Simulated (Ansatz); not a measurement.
# LiPb2: relaxation step by step

Recipe of this trial structure of LiPb2: random cell by space group and Wyckoff sites (P6/mmm, No. 191). The dimensions are guesses.

```yaml
crystal:
  lattice:
    - [3.61812, 0.00000, 0.00000]
    - [-1.80906, 3.13339, 0.00000]
    - [0.00000, 0.00000, 7.18644]
  atoms:
    - { symbol: Li, position: [0.00000, 0.00000, 0.00000] }
    - { symbol: Pb, position: [0.00000, 0.00000, 0.31735] }
    - { symbol: Pb, position: [0.00000, 0.00000, 0.68265] }
```

All numbers below come from Ansatz 0.2.0, DFT PBE, scalar-relativistic, plane waves, PAW. Cutoff 420 eV, Gaussian smearing, Γ-centred meshes. Cell and atoms relax first on a coarse mesh and then on a finer one. In between, the cell is made exact in the group found at 0.06 Å. In metals the finer mesh still leaves noise of several meV/atom or more. The steps can't lower the symmetry of their start. No spin polarisation.

Steps on the 6×6×4 mesh (3 atoms, 9 steps). The free energy counts from the last step; the plane-wave basis is renewed at times, which shifts energy and pressure.

| step | ΔF (meV/atom) | V (Å³/atom) | P (GPa) | largest force component (eV/Å) |
| --- | --- | --- | --- | --- |
| 1 | 507.0 | 27.16 | 10.50 | 1.310 |
| 2 | 282.6 | 28.31 | 5.10 | 0.855 |
| 3 | 144.1 | 29.16 | 2.82 | 0.139 |
| 4 | 68.7 | 28.67 | 2.13 | 0.425 |
| 5 | 14.0 | 28.65 | 1.13 | 0.108 |
| 6 | 8.2 | 29.06 | 0.34 | 0.039 |
| 7 | 2.0 | 29.06 | 0.71 | 0.032 |
| 8 | 0.1 | 29.69 | 0.05 | 0.006 |
| 9 | 0.0 | 29.69 | 0.05 | 0.006 |

The relaxed structure, after a last relaxation on the converged mesh:

```yaml
crystal:
  lattice:
    - [3.42723, 0.00000, 0.00000]
    - [-1.71362, 2.96807, 0.00000]
    - [0.00000, 0.00000, 8.89353]
  atoms:
    - { symbol: Li, position: [0.00000, 0.00000, 0.00000] }
    - { symbol: Pb, position: [0.00000, 0.00000, 0.32062] }
    - { symbol: Pb, position: [0.00000, 0.00000, 0.67938] }
```

The symmetry stays P6/mmm (No. 191). The volume per atom grows by 11.0 %, from 27.2 to 30.2 Å³. The shortest distance goes from 2.28 Å (Li–Pb) to 2.85 Å (Li–Pb). The ratio c/a of the conventional cell changes by a factor of 1.31. The energy falls by about 0.48 eV/atom (the start's value is from the coarse mesh). Li has 2 Pb at 2.85 Å and 6 Li at 3.43 Å; Pb has 1 Li at 2.85 Å, 1 Pb at 3.19 Å and 6 Pb at 3.43 Å.

- Volume per atom: 30.16 Å³
- Density: 7.73 g/cm³
- Formation energy: +0.08 eV/atom
- Gap on the 18×18×6 mesh of the 3-atom cell: 0 eV (a metal)

Energies over the elements count from the elements' standard structures at the same level, with no fitted energy shifts.

The last run used Gaussian smearing of 0.10 eV. These runs have no spin–orbit coupling, which can matter for Pb. A structure relaxed within its symmetry needn't be a true minimum. In all, the 3 runs took 72 s on 1 thread of Arm Neoverse V2 (shared host).
